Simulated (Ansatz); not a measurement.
# All-electron card of TiC

```
CELL_PARAMETERS angstrom
0.00000 2.16400 2.16400
2.16400 0.00000 2.16400
2.16400 2.16400 0.00000
ATOMIC_POSITIONS crystal
Ti 0.00000 0.00000 0.00000
C 0.50000 0.50000 0.50000
```

Atoms are numbered in the order listed.

The cell comes from COD entry 9012564, which wasn't checked; take it as a given geometry.

All numbers are computed: DFT, PBEsol, all-electron LAPW, scalar-relativistic (Ansatz 0.2.0); DFT, PBEsol, PAW with Ansatz's default frozen-core files, scalar-relativistic (Ansatz 0.2.0).

For LAPW: a Γ-centred 16×16×16 k mesh, Fermi–Dirac smearing of 0.03 eV, basis error target 1 meV/atom, no spin polarisation. PAW takes a cutoff of 420 eV at this cell (files made with PBE, cores remade for this functional). The Ansatz runs share mesh, smearing and spin set-up. Values come from LAPW unless marked.

```json
{
 "Pressure at this cell": "-6.20 GPa",
 "Band gap": "none: bands cross the Fermi level, a metal",
 "Density of states at the Fermi level (0.2 eV bin)": "0.26 states/eV per cell",
 "Löwdin charges (with 0.05 e of the cell spilling out of the atomic basis, so their sizes and signs hang on that basis)": "Ti1 0.83, C2 -0.78 e",
 "Bader charges (from the PAW run)": "Ti1 +1.66, C2 -1.66 e",
 "Volume per atom": "68.4 bohr³"
}
```
